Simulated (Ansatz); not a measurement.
Ag: electron density at the nuclei under pressure

```yaml
crystal:
  lattice:
    - [0.00000, 2.05218, 2.05218]
    - [2.05218, 0.00000, 2.05218]
    - [2.05218, 2.05218, 0.00000]
  atoms:
    - { symbol: Ag, position: [0.00000, 0.00000, 0.00000] }
```

The cell is the one relaxed in the Materials Project (mp-124), not relaxed further here; entries there can be hypothetical.

Method: DFT, r2SCAN, all-electron PAW with datasets made for the crystal, scalar-relativistic in Ansatz 0.2.0.

Sampling and basis: a Γ-centred 14×14×14 k mesh, Fermi–Dirac smearing of 0.05 eV, cutoff 260 eV (chosen by the program for this cell), no spin polarisation.

The contact density is the mean electron density over the nuclear volume; its changes follow the s electrons' response to bonding and compression. Changes below are taken from the unscaled cell, where it is 946858 e/Å³ at Ag.

| V/V(cell) | P (GPa) | Δρ(0) Ag (e/Å³) |
| --- | --- | --- |
| 0.9600 | 4.7 | ? |
| 1.0000 | 0.1 | 0.00 |
| 1.0400 | -3.5 | ? |

(1) What belongs in the row "1.0400", column "Δρ(0) Ag (e/Å³)"?

(2) Fill in "Δρ(0) Ag (e/Å³)" for the row "0.9600".

The datasets are made afresh for each cell, so very small changes are uncertain.

Results:

(1) -2.79.

(2) 3.02.
